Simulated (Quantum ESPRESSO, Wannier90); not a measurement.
## Wannier functions of TiO$_{2}$ (Pbcn)

```xyz
12
Lattice="4.5454 0.0000 0.0000 0.0000 5.5196 0.0000 0.0000 0.0000 4.9092" Properties=species:S:1:pos:R:3 pbc="T T T"
Ti     2.2727    -1.8050    -1.2273
Ti     2.2727     1.8050     1.2273
Ti     0.0000    -0.9548     1.2273
Ti     0.0000     0.9548    -1.2273
O     -1.2338    -2.1069     0.3994
O      1.2338     2.1069    -0.3994
O     -1.0388    -0.6529    -2.0552
O      1.0388     0.6529     2.0552
O      1.0388    -0.6529    -0.3994
O     -1.0388     0.6529     0.3994
O      1.2338    -2.1069     2.0552
O     -1.2338     2.1069    -2.0552
```

Materials Project entry mp-1439; symmetrised, unrelaxed at this level. Not found in the COD (Crystallography Open Database) copy used, which has the formula in other groups; not checked further. Computed values, not measurements, from PBEsol: Quantum ESPRESSO (norm-conserving PseudoDojo potentials, cutoff 68 Ry, no spin polarisation, no spin-orbit coupling) on a Γ-centred 4×4×4 mesh, then Wannier90. Density: 8×6×6 mesh, cold smearing 0.01 Ry.

The plane-wave run has 96 bands and 96 electrons a cell. On the energy scale of pw.x, whose zero is arbitrary, the valence-band maximum lies at 8.88 eV.

Isolated groups of bands, relative to the valence-band maximum (bands from 69 on overlap up to the last one computed):

```csv
bands,from (eV),to (eV),filling,weight on atomic waves
1–4,-56.14,-56.11,filled,Ti 3s 97 %
5–16,-32.73,-32.41,filled,Ti 3p 98 %
17–24,-17.72,-15.76,filled,"O 2s 84 %, Ti 3d 7 %, Ti 4s 6 %"
25–48,-5.09,0.00,filled,"O 2p 80 %, Ti 3d 16 %"
49–60,2.61,4.76,empty,"Ti 3d 82 %, O 2p 15 %"
61–68,5.22,7.48,empty,"Ti 3d 66 %, O 2p 25 %, O 2s 6 %"
```

Input w.win, without the blocks of cell, atoms and k-points (64 lines):

```
num_bands = 72
num_wann = 44
exclude_bands = 1-24
num_iter = 1000
conv_tol = 1.0e-6
conv_window = 4
dis_num_iter = 1000
dis_conv_tol = 1.0e-6
dis_froz_max = 12.99
dis_win_max = 11.99
write_hr = true
write_u_matrices = true
begin projections
f=0.50906,-0.32941,-0.24489: d
f=0.50171,0.32597,0.24001: d
f=-0.00879,-0.17166,0.24406: d
f=0.00370,0.18070,-0.25411: d
f=-0.27886,-0.37597,0.08520: p
f=0.27878,0.38847,-0.08167: p
f=-0.22315,-0.12060,-0.41017: p
f=0.23127,0.11911,0.42847: p
f=0.22333,-0.11554,-0.07293: p
f=-0.23448,0.11664,0.07297: p
f=0.27853,-0.37526,0.41581: p
f=-0.26420,0.38806,-0.42144: p
end projections
mp_grid = 4 4 4
```

wannier90.x stops with:
```
dis_windows: Energy window contains fewer states than number of target WFs
```
At some k-point the outer window holds fewer bands than num_wann, so no subspace of that size can be extracted. Mended as below, all else unchanged, the run goes through (Ω_I = 29.8 Å²) and follows the plane-wave bands to 0.3 meV rms (states up to 3.6 eV relative to the valence-band maximum).
Remove the line dis_win_max = 11.99.
